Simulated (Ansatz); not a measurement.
All numbers below come from DFT PBE, scalar-relativistic, plane waves, PAW in Ansatz. Settings: cutoff 420 eV, Γ-centred meshes spaced at most about 0.3 Å⁻¹, and about 0.25 Å⁻¹ or finer for metals (2π included), Gaussian smearing. No spin polarisation in the final relaxations.

Temperature and zero-point effects are left out. All come from trial cells, and lower structures may exist.

Problem. Order these relaxed structures of SnTeO4 by energy, lowest first, with the energy over the lowest of them.
A.

```
Sn Te O
1.0
     3.18985    0.00000    0.00000
     0.00000    3.18985    0.00000
     0.00000    0.00000    6.66439
Sn Te O
1 1 4
Direct
  0.50000 0.50000 0.50000
  0.00000 0.00000 0.00000
  0.50000 0.50000 0.17048
  0.00000 0.00000 0.66505
  0.00000 0.00000 0.33495
  0.50000 0.50000 0.82952
```

B.

```
Sn Te O
1.0
     4.41980    0.00000    0.00000
     0.00000    7.19117    0.00000
    -1.51406    0.00000    5.94134
Sn Te O
2 2 8
Direct
  0.08402 0.70548 0.46212
  0.91598 0.20548 0.53788
  0.50932 0.02176 0.91587
  0.49068 0.52176 0.08413
  0.38599 0.78289 0.77488
  0.50329 0.16731 0.64839
  0.91393 0.60694 0.12717
  0.94894 0.96564 0.37988
  0.49671 0.66731 0.35161
  0.61401 0.28289 0.22512
  0.05106 0.46564 0.62012
  0.08607 0.10694 0.87283
```

C.

```
Sn Te O
1.0
    -2.54086    2.54086    2.86737
     2.54086   -2.54086    2.86737
     2.54086    2.54086   -2.86737
Sn Te O
1 1 4
Direct
  0.00000 0.00000 0.00000
  0.50000 0.50000 0.00000
  0.95369 0.45369 0.90738
  0.54631 0.04631 0.09262
  0.04631 0.95369 0.50000
  0.45369 0.54631 0.50000
```

D.

```
Sn Te O
1.0
     3.70923    0.00000    0.00000
     0.00000    3.70923    0.00000
     0.00000    0.00000    5.31206
Sn Te O
1 1 4
Direct
  0.50000 0.50000 0.50000
  0.00000 0.00000 0.00000
  0.50000 0.00000 0.73975
  0.00000 0.50000 0.26025
  0.50000 0.00000 0.26025
  0.00000 0.50000 0.73975
```

Solution. B (0 meV/atom), D (185 meV/atom), C (736 meV/atom), A (974 meV/atom). Forms: B P2_1; D P4/mmm; C I422; A P4/mmm. Counting O or Te atoms around Sn (for each partner element, those within 1.25 times its shortest distance or 1.15 times the sum of covalent radii, where it is the nearest in units of that sum or under 1.3; a plus sign parts groups by distance over the sum of covalent radii): B has Sn 5+4; D has Sn 8; C has Sn 10; A has Sn 2+8.

Weakly bound directions are ill-defined at this level, which has no dispersion term (P2_1), and this can change margins and order among such cells. Spin–orbit coupling, which can matter for Te, is left out. Cells relaxed within their symmetry can be saddle points. The P2_1 cell of SnTeO4 came from shaking the P4/mmm one. Some types were kept out of the candidates beforehand, so the set may lack a known form.
